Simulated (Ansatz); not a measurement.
Bi, DFT, PBEsol, all-electron PAW with datasets made for the crystal, scalar-relativistic (Ansatz 0.2.0), run on 1 thread of Arm Neoverse V1 on a shared host.

The structure is an experimental refinement, used without relaxation. The listed cell was then made from it by scaling, straining or moving an atom.

Command: `ansatz run input.yaml --threads 1 --pin off --max-ram 3072MiB --backend cpu --events-out ev --progress --plain --runs-dir out`

```yaml
crystal:
  lattice:
    - [3.2687529035, -2.9935579811, 0.0]
    - [3.2687529035, 2.9935579811, 0.0]
    - [-1.1276838925, 0.0, 3.0303087698]
  atoms:
    - { symbol: Bi, position: [0.2518, 0.2518, 0.149] }
    - { symbol: Bi, position: [0.7482, 0.7482, 0.851] }
kpoints:
  mp_grid: { grid: [8, 8, 11] }
scf:
  occupations: { method: fermi_dirac, width: 0.05 }
hamiltonian:
  xc: pbesol
  pseudopotentials: { kind: all_electron, datasets: crystal }
output:
  forces: true
  stress: true
  eigenvalues: true
  efg: { contact_densities: true }
```

Problem. How large is the problem that the program sets up?

Solution. 201 irreducible k-points, 563 plane waves at Γ, 19 bands.

Problem. About how long does it take, and how much memory does it use?

Solution. 25 s of wall time for 8 SCF iterations, with a peak of 0.62 GiB. Times on shared machines scatter by tens of per cent.

Problem. And the same cell and mesh by LAPW (all electrons), asked for forces, stress, eigenvalues, on the same hardware?

Solution. 110 s, peak memory 0.91 GiB.

Problem. And the same cell and mesh by PAW (frozen-core files), asked for forces, stress, eigenvalues, efg, write_density, write_potential, elf, on the same hardware?

Solution. 20 s, peak memory 0.49 GiB.
